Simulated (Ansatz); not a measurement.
# Settings and field gradients in P2HNF4

Cell: a COD entry whose atoms were relaxed with PBE, the cell held.

```cif
data_P2HNF4
_symmetry_space_group_name_H-M 'P2_1/c'
_symmetry_Int_Tables_number 14
_cell_length_a 8.6900
_cell_length_b 4.7200
_cell_length_c 13.8252
_cell_angle_alpha 90.000
_cell_angle_beta 120.161
_cell_angle_gamma 90.000
loop_
_atom_site_label
_atom_site_type_symbol
_atom_site_symmetry_multiplicity
_atom_site_Wyckoff_symbol
_atom_site_fract_x
_atom_site_fract_y
_atom_site_fract_z
H H 4 e 0.9221 0.2922 0.3559
P5 P 4 e 0.7159 0.3517 0.1609
P9 P 4 e 0.6931 0.5804 0.3498
N N 4 e 0.8041 0.3899 0.3011
F17 F 4 e 0.6778 0.3497 0.4305
F21 F 4 e 0.7346 0.0117 0.1566
F25 F 4 e 0.8589 0.7478 0.4496
F29 F 4 e 0.8911 0.4215 0.1531
```

One atom of each set is listed.

Reference run. Method: Kohn–Sham DFT in Ansatz, PBE, plane waves and PAW, scalar-relativistic, 420 eV cutoff, Γ-centred 3×5×2 k-points, Fermi–Dirac smearing 0.02 eV.

It gives V_zz (10²¹ V/m²) P5 -16.99 (η 0.21), F25 16.81 (η 0.11), N -6.65 (η 0.26), among others. Each of these runs changes the input as listed (caps on SCF iterations aside):

A. scf.n_extra_bands: not typed → 1; scf.mixing.preconditioner: not typed → ldos; scf.initial_density.chi_scale: not typed → 0.1
B. hamiltonian.xc: pbe → r2scan; scf.algorithm: not typed → direct_min

Problem. How does each run end, and how far do the gradients move?

Solution. 

| run | P5 V_zz (η) | F25 V_zz (η) | N V_zz (η) | largest change of a gradient tensor, all atoms | note |
| --- | --- | --- | --- | --- | --- |
| A | -16.99 (0.21) | 16.81 (0.11) | -6.65 (0.26) | 0.00 | converged |
| B | -17.32 (0.22) | 17.31 (0.10) | -6.91 (0.27) | 0.59 | converged; another functional; cutoff taken 500 eV |

Run B moves them most, on F17 (V_zz from 16.45 to 16.98); against its own size the tensor moves most on N among sites above 0.3 (by 0.26, V_zz from -6.65 to -6.91).

In run B the shift comes from hamiltonian.xc: the other keys steer the path to self-consistency or leave the density as it is.

On the reference run: The entry's hydrogen positions were far off; the other atoms hardly move on relaxation.
